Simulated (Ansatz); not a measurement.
CrGe (rock salt, Fm-3m) at seven volumes, the program Ansatz at the PBE level (PAW), scaled uniformly. One row is withheld.

```
V (Å³/atom)  P (GPa)
-----------  -------
14.348             ?
14.821          7.59
15.294          3.42
15.767          0.00
16.240         -3.04
16.713         -5.46
17.186         -7.21
```

Problem. Fit the shown pressures and predict the withheld one.

Solution. P = (3/2)B₀(x^(7/2) − x^(5/2))[1 + (3/4)(B′ − 4)(x − 1)] with x = (V₀/V)^(2/3). Least squares on the six rows gives V₀ = 15.752 Å³/atom, B₀ = 106 GPa, B′ = 5.42. At V = 14.348, x = 1.0642 and P = 12.75 GPa. The run itself gave 12.64 GPa.

The cell is a constructed one: a structure type filled with these elements; neither database checked (COD, Materials Project) lists it. Whether it is the stable phase at ambient conditions was not checked. The cell was relaxed with PBE under the symmetry of its start; whether a distortion lowers the energy is not shown. Magnetic state: ferromagnetic, chosen from 3 collinear starts compared on coarse meshes (ties went to the first, and starts can fall back to one state), not a proven ground state.

Potentials: the later of the program's two PAW sets.
